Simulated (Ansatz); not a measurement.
RbMnCuS$_{2}$:
```cif
data_CuMnRbS2
_chemical_formula_sum 'Rb1 Mn1 Cu1 S2'
_space_group_name_H-M_alt 'P 1'
_space_group_IT_number 1
_cell_length_a 7.41641
_cell_length_b 7.41641
_cell_length_c 7.41641
_cell_angle_alpha 148.839
_cell_angle_beta 148.839
_cell_angle_gamma 44.648
loop_
_space_group_symop_operation_xyz
  'x, y, z'
loop_
_atom_site_label
_atom_site_type_symbol
_atom_site_fract_x
_atom_site_fract_y
_atom_site_fract_z
_atom_site_occupancy
Rb1 Rb 0.00000 0.00000 0.00000 1
Mn1 Mn 0.25000 0.75000 0.50000 1
Cu1 Cu 0.75000 0.25000 0.50000 1
S1 S 0.64995 0.64995 0.00000 1
S2 S 0.35005 0.35005 0.00000 1
```
The run is spin-polarised; directions of the spins, atom by atom: 0 ↑ 0 0 0.

Relaxed with r²SCAN.

Problem. Which orbitals make up the states near the band edges in r²SCAN in the plane-wave PAW code Ansatz?

Solution. Top 1 eV of the valence band: S 3p 45 %, Cu 3d 33 %, Mn 3d 17 %. Bottom 1 eV of the conduction band: Mn 3d 72 %, S 3p 5 %, outside the projected shells 16 %. Projections are on Löwdin-orthogonalised atomic valence shells; empty p or d shells of many metals are not among them.

Problem. Tabulate the density of states.

Solution. States/eV per cell of 5 atoms, in 0.25 eV bins, energy from the valence-band maximum.

```tsv
E (eV)	total	S 3p	Cu 3d	Mn 3d
-7.89	0.00	0.00	0.00	0.00
-7.64	0.00	0.00	0.00	0.00
-7.39	0.00	0.00	0.00	0.00
-7.14	0.00	0.00	0.00	0.00
-6.89	0.00	0.00	0.00	0.00
-6.64	0.00	0.00	0.00	0.00
-6.39	0.00	0.00	0.00	0.00
-6.14	0.31	0.15	0.00	0.08
-5.89	1.01	0.52	0.05	0.20
-5.64	3.60	1.99	0.24	0.49
-5.39	2.96	1.84	0.12	0.23
-5.14	4.06	2.44	0.35	0.41
-4.89	4.53	2.45	0.40	1.13
-4.64	5.39	2.80	0.29	2.03
-4.39	4.12	2.40	0.47	0.97
-4.14	5.65	3.54	1.00	0.81
-3.89	9.08	5.88	2.32	0.55
-3.64	4.32	2.61	1.01	0.55
-3.39	4.95	2.44	1.15	1.22
-3.14	4.36	0.64	1.03	2.54
-2.89	3.57	0.33	0.92	2.18
-2.64	3.04	0.21	1.30	1.45
-2.39	5.26	0.41	3.25	1.52
-2.14	10.13	0.45	8.53	0.93
-1.89	5.14	0.60	3.98	0.40
-1.64	4.07	0.75	2.87	0.33
-1.39	5.37	1.27	3.02	0.88
-1.14	6.03	1.91	3.06	0.82
-0.89	5.03	1.94	2.01	0.83
-0.64	3.14	1.42	1.01	0.56
-0.39	1.72	0.91	0.42	0.32
-0.14	1.13	0.65	0.24	0.21
0.11	0.01	0.00	0.00	0.00
0.36	0.00	0.00	0.00	0.00
0.61	0.00	0.00	0.00	0.00
0.86	0.00	0.00	0.00	0.00
1.11	0.12	0.00	0.01	0.08
1.36	0.91	0.02	0.03	0.64
1.61	1.73	0.08	0.04	1.27
1.86	2.88	0.16	0.03	2.18
2.11	2.02	0.20	0.04	1.29
2.36	4.68	0.36	0.13	3.45
2.61	3.17	0.41	0.06	2.11
2.86	1.92	0.21	0.01	1.16
3.11	3.05	0.39	0.02	1.81
3.36	2.27	0.33	0.01	0.78
3.61	2.04	0.22	0.01	0.13
3.86	2.97	0.27	0.02	0.17
4.11	2.51	0.21	0.02	0.12
4.36	2.89	0.22	0.02	0.14
4.61	3.58	0.25	0.02	0.21
4.86	3.30	0.23	0.01	0.23
5.11	3.05	0.21	0.01	0.26
5.36	3.79	0.25	0.01	0.22
5.61	3.10	0.18	0.01	0.21
5.86	2.64	0.12	0.01	0.12
```

Space group I-4m2. The first step of the workflow began from a Materials Project structure, measured or hypothetical; the Crystallography Open Database copy checked does not list it. With Mn and Cu taken as one species the cell has the higher symmetry I4/mmm, so it may be an ordered model of a mixed-site phase. Whether it is the stable phase at ambient conditions was not checked. Symmetry was held in the r²SCAN relaxation; whether a distortion lowers the energy is not shown. The final state is ferromagnetic, the only order run, not a proven ground state. Other orbital occupations within this spin state were not tried. No Hubbard U is applied. Scalar-relativistic: spin–orbit coupling is off unless named, which matters more the heavier the elements.

Potentials: the later of the program's two PAW sets.
